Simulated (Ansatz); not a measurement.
Mg (hcp, Mg type)

```
CELL_PARAMETERS angstrom
      3.18616     0.00000     0.00000
     -1.59308     2.75930     0.00000
      0.00000     0.00000     5.22349
ATOMIC_POSITIONS crystal
  Mg 0.33333 0.66667 0.75000
  Mg 0.66667 0.33333 0.25000
```

The slice is a (1 -1 0 0) plane (indices of the conventional cell) through the point (0.333, 0.667, 0.750) (fractional), spanned by u = [110] and v = [001] in vectors of this cell: u (3.19 Å) and v (5.22 Å, at 90° to u). It covers one period; positions are fractions (u, v).

Calculation: PBE (plane waves to 420 eV, PAW, scalar-relativistic; Ansatz, a first-principles code). k mesh 17×17×9. Near the nuclei the fields are pseudised (PAW); where an atom keeps semicore shells as valence, they peak there. Mg was relaxed with its symmetry unable to fall. The PAW data are Ansatz's earlier set.

Q: What is the ELF at the midpoint of the shortest Mg–Mg line in this plane (3.19 Å)?

A: 0.6.

Q: The ELF has a maximum in the middle third of the Mg–Mg line. Where, and how high?

A: 0.57, 1.6 Å from Mg.

Q: What is the valence density on the shortest Mg–Mg line in this plane (3.19 Å), at its midpoint?

A: 0.10 e/Å³.

Q: Sketch the valence electron density on this plane as a map.

A: 
```
|@@#+.        .+#@|
|%#*-.        .-*#|
|++-.          .-+|
|:..            ..|
|                 |
|                 |
|                 |
|                 |
|                 |
|                 |
|                 |
|                 |
|                 |
|                 |
|                 |
|                 |
|                 |
|                 |
|                 |
|                 |
|                 |
|                 |
|                 |
|:..            ..|
|++-.          .-+|
|%#*-.        .-*#|
|@@#+.        .+#@|
|@@%+:        :+%@|
```
Scale: ten equal steps from -1.06 (start of ' ') to 1.48 (end of '@'), in the order ' .:-=+*#%@'. Values: log₁₀ of the valence density in e/Å³. The map has 17 points along u (one character each, u = 0 at the left) and 28 along v (v = 0 in the bottom row). The scale is logarithmic, as a density can span decades between atoms and voids.
